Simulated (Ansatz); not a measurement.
# TiC: the volume at rest

TiC in the rock-salt structure, starting from this typed cell of 10.22 Å³ an atom.

```
CELL_PARAMETERS angstrom
0.00000 2.17000 2.17000
2.17000 0.00000 2.17000
2.17000 2.17000 0.00000
ATOMIC_POSITIONS crystal
Ti 0.00000 0.00000 0.00000
C 0.50000 0.50000 0.50000
```

Settings of the Ansatz calculation: k mesh 8×8×8; Fermi–Dirac smearing of 0.1 eV; no spin. Cell and atoms are relaxed to zero stress with the symmetry kept and no dispersion correction.

Caveats: coarse k mesh.

What volume results under PBE, and how much do the potentials matter?


```json
{"functional": "PBE", "potentials": "all-electron PAW datasets (no frozen core)", "cutoff (eV)": "420", "volume (Å³/atom)": "10.17", "change (%)": "-0.5"}
{"functional": "PBE", "potentials": "Ansatz hand-made PAW", "cutoff (eV)": "820", "volume (Å³/atom)": "10.17", "change (%)": "-0.5"}
{"functional": "PBE", "potentials": "PseudoDojo norm-conserving", "cutoff (eV)": "1143", "volume (Å³/atom)": "10.17", "change (%)": "-0.4"}
{"functional": "PBE", "potentials": "Ansatz norm-conserving", "cutoff (eV)": "1155", "volume (Å³/atom)": "10.17", "change (%)": "-0.5"}
```
